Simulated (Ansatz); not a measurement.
## LiLa16I16: frames of a relaxation, Li_i, charge +0, atoms relaxed at the host's cell

Level of theory: PBEsol, no spin polarisation, scalar-relativistic; Ansatz, plane waves to 420 eV (PAW set soft_2), k-mesh 3×3×3.

Positions in Å and forces in eV/Å; free energies count from the last frame.

```
33
Lattice="-1.959 10.178 0.000 -9.794 -3.393 0.000 5.877 -3.393 9.429" Properties=species:S:1:pos:R:3:forces:R:3 pbc="T T T" step=1 dE=1.821eV
La   -9.794    3.393    0.000   -0.038   -0.011    0.055
La    0.000    0.000    0.000   -0.017    0.017   -0.020
La   -5.877    3.393    0.000   -0.032    0.041   -0.004
La   -7.835    6.786    0.000    0.038    0.014    0.049
La   -7.835    0.000    0.000   -0.002    0.001   -0.008
La   -1.959    3.393    0.000    0.002   -0.004    0.007
La   -3.918    6.786    0.000   -0.014   -0.018    0.066
La   -3.918    0.000    0.000   -0.004   -0.009    0.018
La    1.842    3.426    4.753    1.804    0.677   -1.309
La    0.000    6.786    4.714   -0.032    0.064    0.009
La   -3.918    0.000    4.714   -0.060   -0.016   -0.050
La   -5.877    3.393    4.714   -0.021   -0.021    0.037
La   -5.877   -3.393    4.714    0.081   -0.023   -0.035
La    0.074   -0.024    4.741   -0.390   -1.659   -1.213
La   -1.975    3.418    4.743   -0.977    0.551   -0.915
La   -1.959   -3.393    4.714    0.024    0.062    0.032
I    -7.835    2.262    2.357   -0.041    0.010   -0.014
I    -9.794    5.655    2.357    0.040   -0.014   -0.023
I    -3.918    2.262    2.357    0.009   -0.006    0.001
I    -5.877    5.655    2.357   -0.003    0.001    0.016
I    -5.877   -1.131    2.357   -0.076    0.033    0.065
I     0.000    2.262    2.357   -0.060   -0.005    0.010
I    -1.959    5.655    2.357    0.022    0.002   -0.027
I    -1.959   -1.131    2.357    0.050    0.018    0.043
I    -5.877    1.131    7.072   -0.033    0.009   -0.026
I     3.918   -2.262    7.072   -0.030   -0.005   -0.014
I    -1.993    1.162    7.055   -0.441   -0.440    0.185
I    -3.918    4.524    7.072   -0.052    0.044    0.050
I    -3.918   -2.262    7.072   -0.012    0.009   -0.038
I     1.933    1.165    7.020    0.985   -0.542    0.598
I     0.018    4.465    7.032   -0.255    0.807    0.477
I     0.000   -2.262    7.072    0.024   -0.041    0.038
Li    0.005    2.118    5.920   -0.495    0.455    1.941
```

```
33
Lattice="-1.959 10.178 0.000 -9.794 -3.393 0.000 5.877 -3.393 9.429" Properties=species:S:1:pos:R:3:forces:R:3 pbc="T T T" step=3 dE=0.526eV
La   -9.811    3.384    0.009   -0.031   -0.021    0.004
La   -0.003    0.005   -0.002   -0.009    0.006    0.000
La   -5.881    3.402   -0.015   -0.007    0.026   -0.089
La   -7.828    6.782   -0.010    0.011   -0.021   -0.086
La   -7.841   -0.001    0.000   -0.022    0.000   -0.001
La   -1.945    3.383    0.015    0.047   -0.031    0.054
La   -3.926    6.781   -0.009   -0.028   -0.006   -0.087
La   -3.917    0.008    0.007    0.008    0.015    0.008
La    2.036    3.470    4.644    0.049   -0.109    0.067
La   -0.002    6.801    4.696    0.008    0.016   -0.064
La   -3.937   -0.008    4.690   -0.037   -0.018   -0.063
La   -5.879    3.397    4.712   -0.002    0.020   -0.025
La   -5.858   -3.404    4.693    0.024   -0.016   -0.059
La    0.016   -0.154    4.645   -0.043    0.085    0.021
La   -2.072    3.466    4.654    0.047   -0.065    0.007
La   -1.961   -3.390    4.712   -0.021   -0.025   -0.020
I    -7.834    2.276    2.339    0.014    0.062   -0.070
I    -9.780    5.649    2.337    0.048   -0.024   -0.071
I    -3.933    2.261    2.344   -0.058   -0.008   -0.049
I    -5.873    5.653    2.349    0.013   -0.007   -0.030
I    -5.876   -1.135    2.344    0.041   -0.031   -0.076
I    -0.003    2.259    2.369    0.005   -0.016    0.016
I    -1.964    5.668    2.343   -0.023    0.052   -0.035
I    -1.964   -1.141    2.345   -0.053   -0.042   -0.081
I    -5.881    1.135    7.069   -0.017    0.002   -0.002
I     3.917   -2.263    7.069    0.012   -0.006    0.005
I    -2.084    1.082    7.073   -0.080   -0.106   -0.097
I    -3.926    4.529    7.077    0.002    0.000    0.007
I    -3.918   -2.264    7.066    0.007   -0.013    0.011
I     2.071    1.080    7.075    0.087   -0.087   -0.127
I    -0.005    4.607    7.065    0.000    0.124   -0.119
I     0.000   -2.268    7.076   -0.011    0.001    0.004
Li   -0.011    2.181    6.272    0.020    0.245    1.051
```

```
33
Lattice="-1.959 10.178 0.000 -9.794 -3.393 0.000 5.877 -3.393 9.429" Properties=species:S:1:pos:R:3:forces:R:3 pbc="T T T" step=8 dE=0.000eV
La   -9.832    3.366   -0.006    0.000   -0.002    0.001
La   -0.006   -0.002   -0.035    0.001    0.001   -0.001
La   -5.880    3.377   -0.043    0.003    0.000    0.003
La   -7.848    6.788   -0.051   -0.005    0.004    0.005
La   -7.841   -0.001   -0.035   -0.001   -0.002   -0.001
La   -1.927    3.370    0.004    0.002   -0.001    0.001
La   -3.909    6.789   -0.043    0.001   -0.001    0.003
La   -3.917    0.038   -0.007    0.000    0.002    0.002
La    1.969    3.396    4.685   -0.001    0.002   -0.004
La    0.001    6.825    4.651   -0.001    0.001   -0.003
La   -3.956   -0.028    4.651    0.001    0.000   -0.001
La   -5.883    3.391    4.681    0.000    0.000   -0.002
La   -5.844   -3.416    4.642    0.001   -0.001   -0.002
La   -0.002   -0.018    4.685   -0.001    0.000   -0.003
La   -1.976    3.397    4.693    0.004   -0.002   -0.001
La   -1.965   -3.394    4.681    0.000    0.000   -0.003
I    -7.835    2.258    2.322    0.000   -0.001    0.000
I    -9.797    5.662    2.308   -0.001    0.000   -0.001
I    -3.923    2.269    2.336    0.001    0.001    0.000
I    -5.868    5.645    2.303   -0.001    0.000   -0.001
I    -5.889   -1.140    2.307    0.000    0.003    0.001
I     0.008    2.253    2.342   -0.001    0.000    0.000
I    -1.971    5.648    2.337    0.000   -0.001   -0.001
I    -1.959   -1.136    2.322    0.000    0.001    0.000
I    -5.888    1.127    7.037    0.000   -0.001   -0.001
I     3.929   -2.259    7.038   -0.001    0.000   -0.001
I    -2.126    1.034    7.036    0.001    0.001   -0.002
I    -3.922    4.522    7.038    0.001   -0.002   -0.002
I    -3.918   -2.280    7.038   -0.001    0.001   -0.001
I     2.117    1.035    7.036   -0.004    0.001    0.001
I    -0.004    4.709    7.036    0.001   -0.002    0.000
I    -0.006   -2.257    7.037    0.000   -0.001   -0.001
Li   -0.004    2.259    7.026    0.002   -0.002    0.016
```
